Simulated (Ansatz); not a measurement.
NbSiB:
```xyz
6
Lattice="1.6352 -6.7134 0.0000 1.6352 6.7134 0.0000 0.0000 0.0000 3.1668" Properties=species:S:1:pos:R:3 pbc="T T T"
Si     1.6352    -2.7156     0.7917
Si     1.6352     2.7156     2.3751
B      1.6352     0.4412     2.3751
B      1.6352    -0.4412     0.7917
Nb     1.6352     5.4044     2.3751
Nb     1.6352    -5.4044     0.7917
```

Relaxed with PBEsol. Special points in fractions of this cell's reciprocal vectors: Γ (0.000, 0.000, 0.000); Y (-0.500, 0.500, 0.000); C0 (-0.265, 0.735, 0.000); Σ0 (0.265, 0.265, 0.000); Z (0.000, 0.000, 0.500); A0 (0.265, 0.265, 0.500); E0 (-0.265, 0.735, 0.500); T (-0.500, 0.500, 0.500); S (0.000, 0.500, 0.000); R (0.000, 0.500, 0.500).

Question: List the band energies nearest the Fermi level at these points for PBEsol in the plane-wave PAW code Ansatz.

Answer: In eV from the Fermi level; about four levels below and three above (degenerate sets whole), none deeper than 8.9 eV; points with the same levels are listed once.

```tsv
k	below	above
Γ	-3.04 -2.53 -2.09 -1.31	1.15 1.18 1.30
Y	-3.34 -1.79 -1.34 -1.25	0.32 0.81 1.09
C0	-2.24 -1.58 -1.46 -0.34	1.25 1.67 1.92
Z	-3.57 -3.57 -3.05 -3.05	0.21 0.21 0.36 0.36
A0	-3.58 -3.58 -2.02 -2.02	2.03 2.03 3.19 3.19
T	-3.45 -3.45 -0.45 -0.45	0.43 0.43 2.45 2.45
S	-2.13 -1.59 -1.44 -0.34	1.02 1.54 2.09
R	-3.50 -3.50 -1.99 -1.99	2.02 2.02 3.14 3.14
```

Space group Cmcm. The start of the workflow was typed in or built on a structure type; neither database checked (COD, Materials Project) lists it. Its standing as an ambient phase is unchecked. Symmetry was held in the PBEsol relaxation; its stability against distortions is not shown here. The run is not spin-polarised. Spin–orbit coupling is left out wherever it is not named.

Potentials: the later of the program's two PAW sets.
